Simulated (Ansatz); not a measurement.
## Tb, first-principles data

Tb:
```xyz
3
Lattice="1.8018 1.0403 8.7555 -1.8018 1.0403 8.7555 0.0000 -2.0805 8.7555" Properties=species:S:1:pos:R:3 pbc="T T T"
Tb     0.0000     0.0000     0.0000
Tb     0.0000     0.0000    20.4357
Tb     0.0000     0.0000     5.8307
```
The run is spin-polarised; directions of the spins, atom by atom: ↑ ↑ ↑.

Space group R-3m (No. 166), 9R (Sm type); conventional cell a = 3.6036 Å, b = 3.6036 Å, c = 26.2665 Å, α = 90.00°, β = 90.00°, γ = 120.00°.

Method: DFT-r²SCAN+D4 in the program Ansatz with PAW potentials. Structure relaxed to zero pressure with the same functional. Other levels are named where they apply.

### Cell and energy

```
Quantity             Result
---------------  ----------
Volume per atom    32.82 Å³
Density          8.04 g/cm³
```

### Electronic structure

```
Item                                                                       Result
------------------------------------  -------------------------------------------
Electronic character                                            metallic (no gap)
Density of states at the Fermi level  1.1 states/eV per atom (mean over ±0.08 eV)
```

### Magnetism

```
Quantity                  Result
--------------  ----------------
Magnetic order     ferromagnetic
Net moment      6.80 μB per atom
```

The workflow started from a Materials Project entry (that database holds measured and hypothetical structures alike); the Crystallography Open Database copy checked does not list it. It is not the phase usual at ambient conditions (space group No. 194). The cell was relaxed with r²SCAN+D4 under the symmetry of its start; whether a distortion lowers the energy is not shown. Spin order of the final state: ferromagnetic, the only order run, not a proven ground state. Caveat: open 4f shells can settle in a state that is not the lowest. Other orbital occupations within this spin state were not tried. No Hubbard U is applied. The pairwise dispersion correction was not fitted to metals. Axis ratios of metals converge slowly with the k-mesh, so a and c are less sure than the volume. Spin–orbit coupling is left out wherever it is not named.

Potentials: the later of the program's two PAW sets.
